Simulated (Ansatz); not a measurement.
# Ta3Sb: do energies and stresses tell the same story?

Computed with DFT r2SCAN, scalar-relativistic, plane waves, PAW (Ansatz 0.2.0).

Cutoff 500 eV; k points 8×8×8 on the computed 8-atom cell (Γ-centred); Gaussian smearing, width 0.10 eV; no spin polarisation.

Relaxed cell: Pm-3n, a = 5.270 Å, b = 5.270 Å, c = 5.270 Å, α = 90.00°, β = 90.00°, γ = 90.00°, 8 atoms in the primitive cell. Whether it is the stable form of this composition wasn't checked.

Energies at zero smearing and pressures from the stress tensor, at volumes with shape and atoms relaxed:
| V (Å³/atom) | E − E(first) (meV/atom) | P (GPa) |
| --- | --- | --- |
| 16.098 | 0.00 | 33.29 |
| 16.647 | -95.70 | 22.90 |
| 17.196 | -158.51 | 14.03 |
| 17.744 | -193.25 | 6.46 |
| 18.293 | -204.00 | -0.01 |
| 18.842 | -194.23 | -5.54 |
| 19.391 | -166.91 | -10.27 |
| 20.123 | -107.59 | -15.51 |

Q: Check P = −dE/dV between neighbouring volumes, and get the bulk modulus from the pressures alone.

A: With 1 eV/Å³ = 160.2 GPa:
| middle V (Å³/atom) | −ΔE/ΔV (GPa) | mean P (GPa) |
| --- | --- | --- |
| 16.372 | 27.938 | 28.091 |
| 16.921 | 18.338 | 18.465 |
| 17.470 | 10.143 | 10.250 |
| 18.019 | 3.138 | 3.228 |
| 18.568 | -2.853 | -2.775 |
| 19.116 | -7.976 | -7.906 |
| 19.757 | -12.990 | -12.888 |

The two differ by 0.15 GPa at most. The mean of two end pressures misses the average over a step by about ΔV² P″/12, up to 0.14 GPa here; with that taken off 0.02 GPa remains. Around V = 18.293 Å³/atom, the two neighbours give B = −V ΔP/ΔV = 18.293 × 12.01 / 1.098 = 200.1 GPa, against B0 = 199.1 GPa from the Birch–Murnaghan fit of the energies.

Spin–orbit coupling is left out, which can shift energies with elements as heavy as these.

Cost: 9 runs of about 9.5 core-minutes in all, on Oxide Virtual Turin-like Processor (Zen 5) (shared hosts).